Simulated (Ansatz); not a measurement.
# Si (Ia-3), an elastic constant from a strain scan

Computed with DFT LDA, scalar-relativistic, plane waves, PAW (Ansatz). Settings: plane waves to 420 eV, k-mesh 8×8×8 (Γ-centred), Gaussian smearing 0.15 eV. No spin polarisation. Energies are free energies at this smearing, counted from the undisturbed cell; pressure is positive in compression.

The undisturbed cell (relaxed at this level; this form isn't the usual structure):

```
CELL_PARAMETERS angstrom
-3.28369 3.28369 3.28369
3.28369 -3.28369 3.28369
3.28369 3.28369 -3.28369
ATOMIC_POSITIONS crystal
Si 0.20448 0.20448 0.20448
Si 0.50000 0.00000 0.29552
Si 0.29552 0.50000 0.00000
Si 0.00000 0.29552 0.50000
Si 0.79552 0.79552 0.79552
Si 0.50000 0.00000 0.70448
Si 0.70448 0.50000 0.00000
Si 0.00000 0.70448 0.50000
```

The cell is strained by ε times the Voigt pattern (1, 1, 0, 0, 0, 0) (xx, yy, zz, yz, xz, xy; engineering shear) with fractional coordinates fixed. The cell holds 8 atoms in V0 = 141.63 Å³. The stress column is τ = (1/V0) dE/dε, got from the stress tensor σ (compression positive) at each point as −det(1 + εP) σ : P(1 + εP)⁻¹, with P the pattern as a tensor.

| ε | ΔE (meV/atom) | τ (GPa) |
| --- | --- | --- |
| -0.1000 | 368.786 | -74.604 |
| -0.0750 | 195.577 | -51.399 |
| -0.0500 | 81.814 | -31.474 |
| -0.0250 | 19.167 | -14.337 |
| 0.0000 | 0.000 | 0.006 |
| 0.0250 | 16.874 | 11.816 |
| 0.0500 | 63.213 | 21.377 |
| 0.0750 | 133.078 | 28.877 |
| 0.0875 | 175.108 | 31.905 |
| 0.1000 | ? | ? |

**Question.** Which combination of elastic constants does this scan measure, and how large is it?

**Answer.** For small ε, τ = τ0 + Kε with K = pᵀCp, which for this pattern is 2(C11 + C12) in the cubic axes. The parabola through τ at ε = -0.0250, 0 and 0.0250 has slope K = 523 GPa at zero. The energies per cell, E = NΔE, of the same two points give K = 2[E(ε₊)/ε₊ − E(ε₋)/ε₋]/[(ε₊ − ε₋)V0] = 522 GPa, in agreement. These are clamped-ion values.

**Question.** Predict the withheld row at ε = 0.1000 from the harmonic law, and compare.

**Answer.** ΔE = V0(τ0 ε + Kε²/2)/N = 289.053 meV/atom and τ = 52.31 GPa. The calculation gives 220.997 meV/atom and 34.46 GPa: the energy lies 24 % below the harmonic value, as bonds soften when stretched.

Forces appear on the atoms along this scan, and letting them relax would lower the energy and soften the response. In a metal these slopes depend on the k mesh and the smearing.